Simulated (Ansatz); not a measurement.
Problem. Volume from PBE minus that from r²SCAN (% of the latter), each on its own relaxed cell (Ansatz, a program for electronic structure, plane waves, PAW; no spin–orbit coupling, no Hubbard U), over 434 phases of the class «intermetallics»: what sign and size do you expect?

Solution. Mean 2.1 %, median 2.0 %, mean absolute 2.2 %; eight in ten lie between 0.7 and 3.6 %, and 96 % are above zero.

Some cases that may be named, with their rank among the 434 from the lowest: Nb3Sn, A15 (Cr3Si type) 0.8 % (rank 55); TiAl, L1₀ or tetragonal B2 1.1 % (rank 78); TiPt3, Cu3Au type 2.1 % (rank 222); Al2Pt, fluorite or antifluorite type 2.1 % (rank 228); ZnAu, CsCl type 3.6 % (rank 393); ZnCu, CsCl type 4.7 % (rank 421).

The phases are those computed here (of each formula those with measured values and the lowest at some level), not a balanced benchmark, and neither functional is the truth. Pairs that end in unlike spin orders or unlike minima (c/a over 6 % apart, 30 % for weakly bound crystals), magnets with 4f shells, solids of gases and phases set aside for tests are left out.

38 of the phases carry moments, in the orders computed and without U. 3 hold 4f electrons in the valence, where a lower state may exist. 2 relaxed far from the usual cell at some level.

All cells were relaxed under the symmetry of their starts (and spin orders); stability against distortions was not tested throughout. Named crystals with no word on spin ran without spin polarisation. Spin–orbit coupling is left out wherever it is not named.

Potentials: the later of the program's two PAW sets.

Ansatz is a plane-wave DFT program.
